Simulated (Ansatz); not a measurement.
B$_{2}$Ir:
```
CELL_PARAMETERS angstrom
     -1.40705     1.40705     3.38637
      1.40705    -1.40705     3.38637
      1.40705     1.40705    -3.38637
ATOMIC_POSITIONS crystal
  Ir 0.00000 0.00000 0.00000
  B  0.32240 0.32240 0.00000
  B  0.67760 0.67760 0.00000
```

Relaxed with r²SCAN. Special points in fractions of this cell's reciprocal vectors: Γ (0.000, 0.000, 0.000); X (0.000, 0.000, 0.500); P (0.250, 0.250, 0.250); N (0.000, 0.500, 0.000); M (0.500, 0.500, -0.500); S (0.293, 0.707, -0.293); S0 (-0.293, 0.293, 0.293); R (-0.086, 0.086, 0.500); G (0.500, 0.500, -0.086).

### Question
List the band energies nearest the Fermi level at these points for r²SCAN with spin–orbit coupling in the plane-wave PAW code Ansatz.

### Answer
In eV from the Fermi level; about four levels below and three above (degenerate sets whole), none deeper than 8.9 eV; points with the same levels are listed once.

```
k                    below                above
-  -----------------------  -------------------
Γ  -3.16 -3.16 -2.04 -2.04  4.21 4.21 4.30 4.30
X  -0.74 -0.74 -0.24 -0.24  2.09 2.09 3.07 3.07
P  -0.45 -0.45 -0.19 -0.19  3.98 3.98 5.39 5.39
N  -5.36 -5.36 -3.10 -3.10  0.11 0.11 3.12 3.12
M  -1.43 -1.43 -1.13 -1.13  4.25 4.25 7.37 7.37
S  -3.01 -3.01 -0.52 -0.52  4.13 4.13 4.52 4.52
R  -2.39 -2.39 -0.60 -0.60  1.57 1.57 2.37 2.37
```

Space group I4/mmm (MoSi2 or CaC2 type). The cell is a constructed one: a structure type filled with these elements; neither database checked (COD, Materials Project) lists it. Whether it is the stable phase at ambient conditions was not checked. The cell was relaxed with r²SCAN under the symmetry of its start; its stability against distortions is not shown here. The run is not spin-polarised.

Potentials: the earlier of the program's two PAW sets.
